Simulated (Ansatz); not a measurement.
## What a change of settings does to a run on ScSi2

The geometry is COD entry 1538810, unchecked; take it as a test cell.

First run: DFT, PBE, PAW with Ansatz's default frozen-core files, scalar-relativistic (Ansatz 0.2.0).

Command: `ansatz run input.yaml --threads 1 --pin off --max-ram 3072MiB --backend cpu --events-out ev --progress --plain --runs-dir out` The run took 2.1 min on 1 thread of Intel(R) Xeon(R) Platinum 8488C (Sapphire Rapids), on a shared host.

```yaml
crystal:
  lattice:
    - [3.6599987106, 0.0, 0.0]
    - [-1.8299993553, 3.1696518612, 0.0]
    - [0.0, 0.0, 3.87]
  atoms:
    - { symbol: Sc, position: [0.0, 0.0, 0.0] }
    - { symbol: Si, position: [0.3333333333, 0.6666666667, 0.5] }
    - { symbol: Si, position: [0.6666666667, 0.3333333333, 0.5] }
kpoints:
  mp_grid: { grid: [13, 13, 11] }
  band_path:
    path:
      - [0.0, 0.0, 0.0]
      - [0.5, 0.0, 0.0]
      - [0.3333333333, 0.3333333333, 0.0]
      - [0.0, 0.0, 0.0]
      - [0.0, 0.0, 0.5]
      - [0.5, 0.0, 0.5]
      - [0.3333333333, 0.3333333333, 0.5]
      - [0.0, 0.0, 0.5]
      - [0.5, 0.0, 0.5]
    npoints: 14
scf:
  occupations: { method: fermi_dirac, width: 0.05 }
hamiltonian:
  xc: pbe
  pseudopotentials: { kind: paw }
output:
  forces: true
  stress: true
  eigenvalues: true
  efg: { contact_densities: true }
  populations: true
  bader: true
  dos: { projected: true, de: 0.2, e_range: [-14, 8] }
  write_density: true
  write_potential: true
  elf: true
  volumetric_format: npy
```

Result: converged; pressure 25.3 GPa; 7 SCF iterations.

Spin polarisation is left out, and whether a magnetic state lies lower isn't shown here.

A second run of a changed input logged this at its end:

```
Error: inconsistent input (magnetization.spin_polarized): false but per-atom `spin:`, `per_species`, `initial_magnetization`, `magnetic_field`, or `spin_locking` is set
```

Problem. What was wrong with the input?

Solution. A moment without spin polarisation, by this change (others could give a like log):
```diff
@@ -5,5 +5,5 @@
     - [0.0, 0.0, 3.87]
   atoms:
-    - { symbol: Sc, position: [0.0, 0.0, 0.0] }
+    - { symbol: Sc, position: [0.0, 0.0, 0.0], spin: 2.0 }
     - { symbol: Si, position: [0.3333333333, 0.6666666667, 0.5] }
     - { symbol: Si, position: [0.6666666667, 0.3333333333, 0.5] }
@@ -24,4 +24,5 @@
 scf:
   occupations: { method: fermi_dirac, width: 0.05 }
+  max_iter: 100
 hamiltonian:
   xc: pbe
@@ -33,9 +34,3 @@
   efg: { contact_densities: true }
   populations: true
-  bader: true
-  dos: { projected: true, de: 0.2, e_range: [-14, 8] }
-  write_density: true
-  write_potential: true
-  elf: true
-  volumetric_format: npy
```
